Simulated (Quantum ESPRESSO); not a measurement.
Band energies of BaS

```
BaS
1.0
    0.00000     3.16466     3.16466
    3.16466     0.00000     3.16466
    3.16466     3.16466     0.00000
S Ba
1 1
Direct
  0.50000   0.50000   0.50000
  0.00000   0.00000   0.00000
```

norm-conserving PBEsol (Quantum ESPRESSO, 57 Ry, with spin-orbit coupling); path ΓXWKΓLUWLK,UX; energies in eV from the valence-band maximum.

```csv
k (1/Å),point,band 16,band 17,band 18,band 19,band 20,band 21,band 22,band 23
0.00,Γ,0.00,3.59,3.59,3.82,3.82,3.82,3.82,3.88
0.33,,-0.09,3.17,3.17,4.26,4.26,4.74,4.74,4.78
0.66,,-0.11,2.31,2.31,5.26,5.26,5.64,5.64,6.72
0.99,X,-0.05,1.99,1.99,6.03,6.03,6.14,6.14,7.64
1.49,W,-0.39,4.16,4.16,4.19,4.19,6.41,6.41,6.93
1.84,K,-0.49,3.18,3.18,5.86,5.86,6.68,6.68,6.80
2.16,,-0.47,4.50,4.50,5.24,5.24,5.41,5.41,6.04
2.58,,-0.18,3.75,3.75,4.14,4.14,4.39,4.39,4.70
2.89,Γ,0.00,3.59,3.59,3.82,3.82,3.82,3.82,3.88
3.22,,-0.42,3.85,3.85,4.33,4.33,4.37,4.37,4.80
3.65,,-1.08,5.01,5.01,5.96,5.96,6.15,6.15,6.20
3.75,L,-1.11,5.40,5.40,5.61,5.61,6.41,6.41,6.47
3.96,,-0.99,4.91,4.91,5.39,5.39,6.35,6.35,6.85
4.26,,-0.55,3.56,3.56,5.59,5.59,6.52,6.52,6.74
4.36,U,-0.49,3.18,3.18,5.86,5.86,6.68,6.68,6.80
4.71,W,-0.39,4.16,4.16,4.19,4.19,6.41,6.41,6.93
4.97,,-0.65,4.39,4.39,4.54,4.54,6.78,6.78,6.98
5.24,,-1.02,5.05,5.05,5.36,5.36,6.43,6.43,6.74
5.41,L,-1.11,5.40,5.40,5.61,5.61,6.41,6.41,6.47
5.59,,-1.02,5.02,5.02,5.43,5.43,6.36,6.36,6.77
5.85,,-0.64,3.87,3.87,5.45,5.45,6.42,6.42,6.82
6.02,K,-0.49,3.18,3.18,5.86,5.86,6.68,6.68,6.80
6.02,U,-0.49,3.18,3.18,5.86,5.86,6.68,6.68,6.80
6.37,X,-0.05,1.99,1.99,6.03,6.03,6.14,6.14,7.64
```

The PBEsol gap is indirect, 1.99 eV, from Γ to X; the smallest direct gap is 2.04 eV.

Geometry relaxed with PBEsol.
